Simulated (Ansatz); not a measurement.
**A plane-wave run on H**

The input, for Ansatz 0.2.0 (plane waves, PAW):

```yaml
crystal:
  lattice:
    - [0.0, 2.440473, 0.0]
    - [2.772616, -1.220236, 0.0]
    - [0.0, 0.0, -11.482005]
  atoms:
    - { symbol: H, position: [0.829, 0.658, 0.75] }
    - { symbol: H, position: [0.171, 0.342, 0.25] }
  symmetry: { tolerance: 0.0003 }
kpoints:
  mp_grid: { grid: [5, 5, 1], shift: [0, 0, 0] }
magnetization:
  spin_polarized: false
scf:
  occupations: { method: gaussian, width: 0.0132 }
hamiltonian:
  pseudopotentials: { kind: paw }
  xc: hse06
basis:
  ecutwfc: 420
  fft_grid_basis: typed
output:
  forces: true
  stress: true
  eigenvalues: true
  bader: true
  populations: true
  elf: true
  write_potential: true
  volumetric_format: npy
  dos:
    e_range: [-12, 8]
    de: 0.05
    projected: { site_lists: { H: [H] } }
    method: { smearing: { sigma: 0.1, scheme: gaussian } }
```

Parts of the output:

```
Warning: output.stress: scf.convergence.dr2_threshold = 1e-7 eV (the SCF's general default) is looser than the 2e-10 eV advised for a printed stress (1e-10 eV for each atom of the cell: 2).
Warning: output.stress: scf.exx.energy_threshold = 1e-6 eV is looser than the 2e-8 eV advised for a stress under a hybrid functional (1e-8 eV for each atom of the cell: 2). Every SCF of the exchange loop can meet its threshold on dr2 while the loop round them stops early: no threshold on dr2 bounds what that leaves in the stress. Set scf.exx.energy_threshold to 2e-8 eV or tighter.
Pseudopotentials: kind: paw
Pseudopotential: H, paw, valence charge 1, recommended cutoff 420 eV (normal), H.paw.azcp
Functional definition: HSE06
  exchange = pbe_x - a*pbe_x_sr(omega) + a*exact_x_sr(omega)
  correlation = pbe_c
Crystal: 2 atoms, lattice volume = 77.693 Å³
Basis set: ecut = 420 eV, 1475 PW (Γ), exchange–correlation on 36×48×160 points (8 copies of the dense FFT grid, shifted against one another)
Bands: 5, of which v1, the nominal top of the filled ones, is band 1 counted from 1 (0 counted from 0)
Symmetry: 8 space group operations
Space group: Cmcm (ITA 63), of the structure as read, at distance tolerance 1.3e-3 Å
k-points: 9 of 25
Initial density: superposition of atomic densities (neutral atoms: chi_scale 0, normalization atom), corrected by the library's trained network
SCF iter   1: F=—  Δρ=1.57e-3  dr2=1.92e-3
SCF iter   2: F=—  Δρ=7.70e-4  dr2=4.80e-4
SCF iter   3: F=—  Δρ=3.90e-5  dr2=3.53e-6
SCF iter   4: F=—  Δρ=1.41e-5  dr2=9.33e-8
SCF iter   5: F=—  Δρ=8.43e-7  dr2=1.37e-9
SCF iter   6: F=-26.6975 eV  Δρ=1.28e-7  dr2=2.96e-11
SCF iter   1: F=—  Δρ=3.37e-3  dr2=6.47e-3
SCF iter   2: F=—  Δρ=1.49e-3  dr2=1.35e-3
SCF iter   3: F=—  Δρ=3.22e-5  dr2=1.24e-4
SCF iter   4: F=—  Δρ=3.78e-4  dr2=8.96e-5
SCF iter   5: F=—  Δρ=5.86e-6  dr2=1.93e-6
SCF iter   6: F=—  Δρ=4.39e-5  dr2=1.27e-6
SCF iter   7: F=-26.2314 eV  Δρ=3.83e-7  dr2=2.87e-8
hybrid outer 1: dexx = +2.131e-3 eV, tail = 1.27e-6 eV
SCF iter   1: F=—  Δρ=5.69e-6  dr2=3.67e-8
SCF iter   2: F=—  Δρ=1.61e-6  dr2=2.31e-8
SCF iter   3: F=—  Δρ=1.38e-6  dr2=2.32e-8
SCF iter   4: F=—  Δρ=5.02e-7  dr2=2.23e-8
SCF iter   5: F=—  Δρ=1.25e-6  dr2=1.84e-9
SCF iter   6: F=—  Δρ=7.70e-7  dr2=4.65e-10
SCF iter   7: F=-26.2313 eV  Δρ=1.94e-7  dr2=9.19e-11
hybrid outer 2: dexx = +7.813e-9 eV, tail = 2.35e-10 eV, Δε = 1.45e-4 eV (about 2.08e-6 eV left of the loop's levels), ΔF = 5.32e-5 eV/Å (tail 5.28e-6)
Free energy (F): -26.2313 eV
Frozen-core exchange: fock
Harris-Foulkes:  -26.2313 eV  (|F-HF|=8.43e-12)
Internal energy: -26.2304 eV  (E = F + TS)
E sigma→0 (E₀):  -26.2309 eV
Entropy (-TS):   -0.0009 eV (-0.475 meV/atom)
Fermi energy:    -6.3704 eV
--- Per-component energies (eV) ---
  E_band       = -14.5127
  E_kinetic    = 17.4021
  E_local      = -31.6712  (includes V_loc(G=0)·N_el)
  E_nonlocal   = 1.8480
  E_hartree    = 7.6204
  E_xc         = -10.4567
  E_vxc        = -13.2427  (∫ρ·V_xc dr)
  E_exx        = -1.7982  (= α·E_x^exact, valence–valence)
  E_paw        = -0.3995  (= ΣΔE_a)
  E_vpaw       = -0.4919  (= ΣTr[D̂ρ^β])
  E_aug_tail   = -0.0014  (compensation charges beyond the density's cutoff)
  E_ewald      = -8.7739
  E_smearing   = -0.0009  (= −TS)
--- Stress (GPa, compression-positive) ---
       -1.5407       0.0000       0.0000
        0.0000     -10.2523       0.0000
        0.0000       0.0000      -0.0260
  P = ⅓ Tr σ = -3.9396 GPa (-39.396 kbar)
--- Bader charges: 2 sites ---
  site symbol  charge [e]  shift [e]
     0      H      0.0000     0.0000
     1      H      0.0000     0.0000
```

Origin: a known structure type with other elements, at an estimated volume, so it need not be a known compound. Caveats: the exchange threshold is loose for a stress; the SCF threshold is loose for a stress; the exchange-correlation potential is rough where the density is thin; many states at the Fermi level without spin polarisation, so a magnetic state may lie lower; hybrid functional on a coarse k mesh.
